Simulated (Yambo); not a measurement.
```
CELL_PARAMETERS angstrom
      0.00000     3.54418     3.54418
      3.54418     0.00000     3.54418
      3.54418     3.54418     0.00000
ATOMIC_POSITIONS crystal
  Si 0.00000 0.00000 0.00000
  Ca 0.75000 0.75000 0.75000
  Ca 0.25000 0.25000 0.25000
```

Ca₂Si (space group Fm-3m, No. 225): mean Im ε in 1 eV windows above the direct gap of 1.14 eV, for different electron-hole kernels (Yambo, broadening 0.15 eV, PBEsol (pw.x of Quantum ESPRESSO, ONCV potentials, no spin-orbit coupling) bands; 8×8×8 mesh, 3 valence and 9 conduction bands, static screening with 46 bands and a 4 Ry block, scissor 0.68 eV, Tamm-Dancoff; field along x).

| window (eV) | independent quasiparticles | RPA (no attraction) | BSE |
|---|---|---|---|
| 1.1 to 2.1 | 7.0 | 5.4 | 7.4 |
| 2.1 to 3.1 | 8.9 | 4.9 | 7.8 |
| 3.1 to 4.1 | 12 | 9.6 | 12 |
| 4.1 to 5.1 | 8.0 | 7.9 | 7.8 |
| 5.1 to 6.1 | 5.6 | 7.8 | 6.6 |

This run doesn't resolve bound excitons or single peaks, so only averages are given, and they too depend on the mesh; weight that the attraction moves below the gap isn't listed. All transitions below 6.36 eV are in the band window. The scissor comes from a G0W0 run whose convergence isn't established.

Geometry relaxed with PBEsol.

The structure is a Materials Project entry; no match was found in the copy of COD used, and its stability was not checked.
